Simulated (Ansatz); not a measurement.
The cell below belongs to a search over invented structures; it isn't taken from experiment.

Input and command of a plane-wave DFT calculation in Ansatz:

```yaml
crystal:
  lattice:
    - [2.9492092497, 0.0, 0.0]
    - [-1.4746046249, 2.5540901313, 0.0]
    - [0.0, 0.0, 14.8881187427]
  atoms:
    - { symbol: Zn, position: [0.6666666667, 0.3333333333, 0.9142163351] }
    - { symbol: Zn, position: [0.3333333333, 0.6666666667, 0.0857836649] }
    - { symbol: Zn, position: [0.3333333333, 0.6666666667, 0.3686938005] }
    - { symbol: Zn, position: [0.6666666667, 0.3333333333, 0.6313061995] }
    - { symbol: Zn, position: [0.0, 0.0, 0.5] }
    - { symbol: Ge, position: [0.6666666667, 0.3333333333, 0.2251513612] }
    - { symbol: Ge, position: [0.3333333333, 0.6666666667, 0.7748486388] }
    - { symbol: O, position: [0.0, 0.0, 0.0] }
basis:
  ecutwfc: 420
kpoints:
  mp_grid: { grid: [12, 12, 2] }
hamiltonian:
  xc: pbe
scf:
  occupations: { method: gaussian, width: 0.1 }
output:
  forces: true
  stress: true
  eigenvalues: true
relax:
  adjacent_minimum: "off"
  f_tol: 0.01
  max_steps: 30
  cell: { stress_tol: 0.1, fix: [volume] }
```

```bash
ansatz run input.yaml --threads 1 --pin off --max-ram 2560MiB --backend cpu --events-out ev --progress --plain --runs-dir out
```

Processor: Arm Neoverse V2, 1 thread, on a host shared with other jobs.

**Question.** How long does it run, and how much memory does it take?

**Answer.** About 70 s, peak memory 0.5 GiB. It solves 57 bands at 38 k points (after reduction by symmetry) with about 2149 plane waves, in 34 SCF iterations over 4 ionic steps.
